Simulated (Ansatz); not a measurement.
Cs:
```xyz
1
Lattice="0.0000 3.7847 3.7847 3.7847 0.0000 3.7847 3.7847 3.7847 0.0000" Properties=species:S:1:pos:R:3 pbc="T T T"
Cs     0.0000     0.0000     0.0000
```

Relaxed with PBEsol. Special points in fractions of this cell's reciprocal vectors: Γ (0.000, 0.000, 0.000); X (0.500, 0.000, 0.500); U (0.625, 0.250, 0.625); K (0.375, 0.375, 0.750); L (0.500, 0.500, 0.500); W (0.500, 0.250, 0.750).

Q: List the band energies nearest the Fermi level at these points for PBEsol in the plane-wave PAW code Ansatz.

A: In eV from the Fermi level; about four levels below and three above (degenerate sets whole), none deeper than 8.9 eV; points with the same levels are listed once.

```csv
k,below,above
Γ,-1.78,2.46 2.46 2.46
X,–,0.20 0.98 1.49
U,–,0.59 0.89 1.35
L,-0.09,0.79 2.31 2.31
W,–,0.71 1.20 1.20
```

Space group Fm-3m (fcc (Cu type)). The first step of the workflow began from a Materials Project structure, measured or hypothetical; the Crystallography Open Database files this formula in space group No. 225, but the cells were not matched. It is not the phase usual at ambient conditions (space group No. 229). The PBEsol relaxation kept the symmetry of its start; whether a distortion lowers the energy is not shown. Scalar-relativistic: spin–orbit coupling is off unless named, which matters more the heavier the elements.

Potentials: the earlier of the program's two PAW sets.
